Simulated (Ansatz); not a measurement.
**Equation of state of K3NaSe2O8 and its gap**

A database entry relaxed whole under r2SCAN (P-3m1):

```xyz
14
Lattice="5.8385 0.0000 0.0000 -2.9193 5.0563 0.0000 0.0000 0.0000 7.4771" Properties=species:S:1:pos:R:3 pbc="T T T"
K     0.0000    3.3709    6.2587
K     2.9193    1.6854    1.2184
K     0.0000    0.0000    3.7385
Na    0.0000    0.0000    0.0000
Se    0.0000    3.3709    2.0778
Se    2.9193    1.6854    5.3992
O     0.0000    3.3709    3.7041
O     2.9193    1.6854    3.7730
O     0.0000    1.8307    1.4803
O     1.3338    4.1410    1.4803
O    -1.3338    4.1410    1.4803
O     1.5855    0.9154    5.9967
O     2.9193    3.2256    5.9967
O     4.2531    0.9154    5.9967
```

The cell was scaled uniformly, its shape held, and the atoms relaxed at each volume with plane-wave PAW DFT (Ansatz 0.2.0; r2SCAN, 500 eV, 6×6×4 Γ-centred mesh, fermi-dirac occupations of width 0.020 eV; no spin, no spin-orbit coupling). One row is withheld.

```tsv
volume (Å³/atom)	energy over the lowest (meV/atom)	pressure (GPa)	gap over mesh and path (eV)
14.821	7.0	2.52	4.849
15.136	?	?	?
15.451	0.7	0.74	4.759
15.767	0.0	0.00	4.717
16.082	0.6	-0.64	4.665
16.397	2.5	-1.20	4.612
16.713	5.3	-1.70	4.562
```

Task: Fit the pressures of the other rows to the third-order Birch-Murnaghan form.

Result: With f = [(V₀/V)^(2/3) − 1]/2 and P = 3B₀f(1 + 2f)^(5/2)[1 + 3(B₀′ − 4)f/2], least squares gives V₀ = 15.77 Å³ an atom, B₀ = 34.3 GPa and B₀′ = 5.5; the rows miss the fit by less than 0.01 GPa. The slope of the energies differs from these pressures by less than 0.05 GPa.

Task: How does the gap move with volume?

Result: A parabola in ln(V/V₀) through the other rows has the slope dE_g/d ln V = -2.4 eV at V₀, so by B₀ the gap moves by +70 meV a GPa at this fixed shape: it widens under pressure.

Task: What does the withheld row hold?

Result: The fit gives 1.57 GPa at 15.136 Å³; the run gave 1.57 GPa and 3.0 meV an atom. Its gap is 4.803 eV, against 4.806 eV from the parabola.

Caveats: the shape of the cell was held, so B₀ is an upper bound where the axes differ in stiffness; 0 K, fixed nuclei; the symmetry was kept, and this need not be the phase that is stable at 0 K; one mesh for all volumes; r2SCAN gaps lie as a rule under measured ones; the slope of the gap can be off by tens of per cent, more where shallow d levels or spin-orbit coupling act on the edges; no spin-orbit coupling, which narrows gaps of heavier elements; pressure is positive in compression.
